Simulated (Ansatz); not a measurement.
Starting cell, Cd (hcp, Mg type):

```
Cd
1.0
    5.92405     0.00000     0.00000
   -1.48101     2.56519     0.00000
    0.00000     0.00000     5.79795
Cd
4
Cartesian
  0.00000   1.71012   4.34847
  2.96202   1.71012   4.34847
  1.48101   0.85506   1.44949
  4.44303   0.85506   1.44949
```

The atoms are displaced by Q × the pattern below (from a DFPT mode at M = (0.5, 0.0, 0.0), largest move 1; Q in Å), at fixed cell. (q is in reciprocal vectors of the primitive cell; the cell shown is doubled to hold the pattern.)

| atom | x | y | z |
|---|---|---|---|
| Cd1 | 0.500 | -0.866 | 0.000 |
| Cd2 | -0.500 | 0.866 | 0.000 |
| Cd3 | -0.500 | 0.866 | 0.000 |
| Cd4 | 0.500 | -0.866 | 0.000 |

Level of theory: r2SCAN (plane waves to 500 eV, PAW, scalar-relativistic; Ansatz, an electronic-structure program). k mesh 9×18×8 (Γ-centred), Fermi-Dirac smearing 0.05 eV. With partly filled bands, energies and forces of such displacements shift with the k mesh and the smearing. Cd was relaxed with its symmetry unable to fall.

At one point of the scan the forces (eV/Å) are:

```json
[
 {"atom": "Cd1", "Fx": "0.134", "Fy": "-0.254", "Fz": "0.000"},
 {"atom": "Cd2", "Fx": "-0.153", "Fy": "0.243", "Fz": "0.000"},
 {"atom": "Cd3", "Fx": "-0.134", "Fy": "0.254", "Fz": "0.000"},
 {"atom": "Cd4", "Fx": "0.153", "Fy": "-0.243", "Fz": "0.000"}
]
```

### Question
Which point is it?
(A) Q = -0.180 Å
(B) Q = -0.150 Å
(C) Q = -0.090 Å
(D) Q = -0.120 Å

### Answer
D, Q = -0.120 Å

(A displaced cell: forces are minus the slopes of the energy, force constants its curvatures, and phonons follow from these.)
